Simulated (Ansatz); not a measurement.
Relaxing calcium (simple cubic)

All numbers below come from Ansatz 0.2.0, DFT, LDA (PW92), plane waves (420 eV) with PAW, scalar-relativistic. (PAW data from PBE, frozen cores regenerated.)

k-point mesh 9×9×9, Fermi-Dirac smearing 0.1 eV, no spin polarisation. Cell and atoms relax.

Starting structure:

```cif
data_structure
_symmetry_space_group_name_H-M 'P 1'
_symmetry_Int_Tables_number 1
_cell_length_a 3.6120
_cell_length_b 3.6120
_cell_length_c 3.6120
_cell_angle_alpha 90.000
_cell_angle_beta 90.000
_cell_angle_gamma 90.000
_cell_volume 47.12
loop_
_atom_site_label
_atom_site_type_symbol
_atom_site_fract_x
_atom_site_fract_y
_atom_site_fract_z
_atom_site_occupancy
Ca1 Ca 0.00000 0.00000 0.00000 1
```

Q: What cell does the relaxation end in?

A: Pm-3m with a = 3.369 Å; 38.24 Å³ per atom against 47.12 at the start (-18.9 %).

Q: How much energy does the relaxation gain?

A: 58.7 meV per atom.
